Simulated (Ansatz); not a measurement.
KBr (rock salt), relaxed with r²SCAN (Ansatz, an electronic-structure program, plane waves, PAW): a = 6.6088 Å, b = 6.6088 Å, c = 6.6088 Å, α = 90.00°, β = 90.00°, γ = 90.00°.

| Property | Result |
|---|---|
| gap (eV) | 5.07 |
| B₀ by P(V) fit (GPa) | 15.9 |

Q: The same phase is relaxed and computed with HSE06 in the same code. What are the cell and these values now?

A: a = b = c = 6.666 Å, α = β = γ = 90.00°.

* **gap (eV)**: 5.52
* **B₀ by P(V) fit (GPa)**: 14.2

All cells were relaxed under the symmetry of their starts (and spin orders); stability against distortions was not tested throughout. Scalar-relativistic: spin–orbit coupling is off unless named, which matters more the heavier the elements.

Potentials: the later of the program's two PAW sets.

Ansatz is a plane-wave DFT program.
